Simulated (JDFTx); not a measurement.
System: Ru(0001) (P6_3/mmc bulk; lattice of mp-33, not re-optimised at this level), 1x1 cell of 4 atoms in 4 planes, area 6.35 Å² a face, 6.3 Å between the outermost planes in a cell 22.4 Å high; k mesh 10×10×1, Fermi width 0.01 Ha, no spin polarisation.

All numbers are PBE, GBRV ultrasoft potentials, plane waves to 20/100 Ha results from a modified build of JDFTx, not measurements. Liquid: CANDLE, water, 1 M NaCl. The neutral cell holds 64 valence electrons and has two faces of 6.350 Å² each. Last filling lines of the neutral and of a charged run (μ in hartree, zero in the bulk liquid):

```
FillingsUpdate:  mu: -0.172176239  nElectrons: 64.000000
FillingsUpdate:  mu: -0.177867000  nElectrons: 63.982382
```

Worked example: both potentials, by the convention U = −μ/e − 4.44 V vs SHE, the surface charge density and the mean capacitance.

U_pzc = 0.17218 × 27.2114 − 4.44 = 0.25 V; U = 0.17787 × 27.2114 − 4.44 = 0.40 V. The cell has -0.0176 excess electrons, a net charge of 0.0176 e, shared by two faces: σ = 0.0176 e / (2 × 6.350 Å²) = 0.00139 e/Å² = 2.2 μC/cm² (1 e/Å² = 1602.18 μC/cm²). C = σ/(U − U_pzc) = 2.2/0.15 ≈ 14 μF/cm².
